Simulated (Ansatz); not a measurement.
**Si: two-dimensional strain map**

Level of theory: Ansatz 0.2.0, DFT LDA, scalar-relativistic, plane waves, PAW. Cutoff 420 eV, Γ-centred 20×20×20 k-points, Gaussian smearing of 0.15 eV. No spin polarisation. Energies are free energies at this smearing, counted from the undisturbed cell; pressure is positive in compression.

Reference structure (as given, not relaxed at this level; it stands at -0.8 GPa; this form isn't the usual structure):

```
CELL_PARAMETERS angstrom
-2.37137 2.37137 1.32927
2.37137 -2.37137 1.32927
2.37137 2.37137 -1.32927
ATOMIC_POSITIONS crystal
Si 0.25000 0.75000 0.50000
Si 0.50000 0.50000 0.00000
```

The cell is strained by p along both x and y and by q along z, fractional coordinates fixed. Points are written (p, q).

Energy above the undisturbed cell in meV/atom (a dash: not computed):

| p \ q | -0.030 | -0.015 | 0.000 | 0.015 | 0.030 |
| --- | --- | --- | --- | --- | --- |
| -0.030 | 41.0 | 31.3 | 25.8 | ? | 23.4 |
| -0.015 | 13.8 | 7.8 | ? | 6.9 | 10.7 |
| 0.000 | 1.5 | -1.2 | 0.0 | 4.3 | 11.3 |
| 0.015 | 1.6 | 2.4 | ? | 13.8 | 23.6 |
| 0.030 | 12.0 | ? | 23.6 | 33.6 | 45.9 |

Q: Fill in the withheld energies.

A: (-0.030, 0.015): 23.3; (-0.015, 0.000): 5.7; (0.015, 0.000): 6.6; (0.030, -0.015): 16.2.